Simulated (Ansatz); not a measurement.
Fe2Si in space group P4/nmm (No. 129; Fe on 2a, Fe on 2c, Si on 2c) at seven volumes, the program Ansatz at the PBE level (PAW), shape and atoms relaxed at each. One row is withheld.

| V (Å³/atom) | P (GPa) |
|---|---|
| 10.778 | 21.11 |
| 11.133 | 12.73 |
| 11.489 | ? |
| 11.844 | 0.00 |
| 12.199 | -5.07 |
| 12.554 | -9.49 |
| 12.910 | -13.09 |

Fit the shown pressures and predict the withheld one.

P = (3/2)B₀(x^(7/2) − x^(5/2))[1 + (3/4)(B′ − 4)(x − 1)] with x = (V₀/V)^(2/3). Least squares on the six rows gives V₀ = 11.839 Å³/atom, B₀ = 183 GPa, B′ = 4.35. At V = 11.489, x = 1.0202 and P = 5.86 GPa. The run itself gave 5.85 GPa.

The cell is a constructed one: a structure type filled with these elements; neither database checked (COD, Materials Project) lists it. Whether it is the stable phase at ambient conditions was not checked. Symmetry was held in the PBE relaxation; its stability against distortions is not shown here. The final state is ferromagnetic, chosen from 5 collinear starts compared on coarse meshes (ties went to the first, and starts can fall back to one state), not a proven ground state.

Potentials: the later of the program's two PAW sets.
